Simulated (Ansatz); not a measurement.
Data:

Relaxed SnO (litharge type, space group P4/nmm):

```yaml
crystal:
  lattice:
    - [3.79340, 0.00000, 0.00000]
    - [0.00000, 3.79340, 0.00000]
    - [0.00000, 0.00000, 4.76489]
  atoms:
    - { symbol: Sn, position: [0.50000, 0.00000, 0.24057] }
    - { symbol: Sn, position: [0.00000, 0.50000, 0.75943] }
    - { symbol: O, position: [0.00000, 0.00000, 0.00000] }
    - { symbol: O, position: [0.50000, 0.50000, 0.00000] }
```

In each cell atom 2 (Sn, nearest neighbour O at 2.216 Å; its periodic images, 3.8 Å or more away, move with it) moves by s·(0.707, 0.707, 0.000) (along Cartesian [110]), the rest being held.

These are r2SCAN+rVV10 (plane waves to 500 eV, PAW, scalar-relativistic; Ansatz, an electronic-structure program) values and carry that method's errors. k mesh 7×7×6 (Γ-centred), Fermi-Dirac smearing 0.05 eV. E stands for the smeared free energy. With partly filled bands, energies and forces of such displacements shift with the k mesh and the smearing. At this level the bands of SnO touch or barely overlap; measurements give the solid a gap. SnO was relaxed with its symmetry unable to fall. ΔE is measured from the undisplaced structure.

The scan covers s from -0.660 to 0.660 Å in 11 points.

Question: Is this a single well or a double well?

Answer: A single well with its minimum at or next to zero displacement.

Question: Is the energy the same for equal positive and negative displacements?

Answer: Even: the same for both signs. With its periodic images moving along, the atom's site symmetry in this cell is 4mm.

Question: What force acts on the atom along the line at s = -0.660 Å?

Answer: 4.00 eV/Å.

Question: What is the force constant k = d²E/ds² of this move at s = 0?

Answer: 4.98 eV/Å².

(For displaced atoms, the force is minus the slope of the energy, and its curvature is a force constant, which sets phonon frequencies.)
